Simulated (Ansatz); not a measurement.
A crystal relaxed with r2SCAN in the plane-wave code Ansatz has space group Imm2 (No. 44) and a = 4.122 Å, b = 12.349 Å, c = 5.815 Å.

```tsv
atom	site	x	y	z
As	4d	0.0000	0.3316	0.0002
Xx	4d	0.5000	0.3248	0.2384
Sb	2a	0.0000	0.0000	0.9993
Xx	2b	0.5000	0.0000	0.2735
```

With r2SCAN the gap is 0.51 eV and direct, at Γ. The HSE06 gap is direct at Γ: 0.90 eV. The PBE gap is direct at Γ: 0.07 eV. (This is within a few times the smearing of 0.02 eV, so the filling near the edges can be smeared.) Meshes: r2SCAN 8×8×8, HSE06 4×4×4, PBE 8×8×8.

Problem. Which element is Xx?
A. B
B. In
C. Ga
D. Tl

Solution. C. Xx is Ga: Ga3SbAs2 as one 6-atom ordering (Imm2) on the zincblende lattice. As has 4 Ga at 2.46–2.49 Å; Ga has 3 As at 2.46–2.49 Å and 1 Sb at 2.64 Å; Sb has 4 Ga at 2.61–2.64 Å; Ga has 2 As at 2.46 Å and 2 Sb at 2.61 Å.

All values are calculated for a non-magnetic cell, which may be hypothetical.

Spin-orbit coupling is left out, which matters wherever the heavy atoms make up the band edges.

Gaps or overlaps of about a tenth of an eV are at the limit of these meshes: between the points read a gap can be smaller or closed.
